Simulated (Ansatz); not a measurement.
Sn (hcp (Mg type), space group No. 194) at seven volumes, r²SCAN (plane waves, PAW; program Ansatz), shape and atoms relaxed at each. One row is withheld.

| V (Å³/atom) | P (GPa) |
|---|---|
| 24.582 | 6.17 |
| 25.392 | 3.71 |
| 26.203 | ? |
| 27.013 | 0.00 |
| 27.823 | -1.43 |
| 28.634 | -2.61 |
| 29.444 | -3.61 |

**Question.** Fit the shown pressures and predict the withheld one.

**Answer.** P = (3/2)B₀(x^(7/2) − x^(5/2))[1 + (3/4)(B′ − 4)(x − 1)] with x = (V₀/V)^(2/3). Least squares on the six rows gives V₀ = 27.008 Å³/atom, B₀ = 51.7 GPa, B′ = 4.99. At V = 26.203, x = 1.0204 and P = 1.69 GPa. The run itself gave 1.65 GPa.

Space group P6_3/mmc (hcp (Mg type)). The start of the workflow was typed in or built on a structure type; neither database checked (COD, Materials Project) lists it. It is not the phase usual at ambient conditions (space group No. 141). The cell keeps a stress of up to 0.2 GPa. The r²SCAN relaxation kept the symmetry of its start; whether a distortion lowers the energy is not shown. Scalar-relativistic: spin–orbit coupling is off unless named, which matters more the heavier the elements.

Potentials: the earlier of the program's two PAW sets.
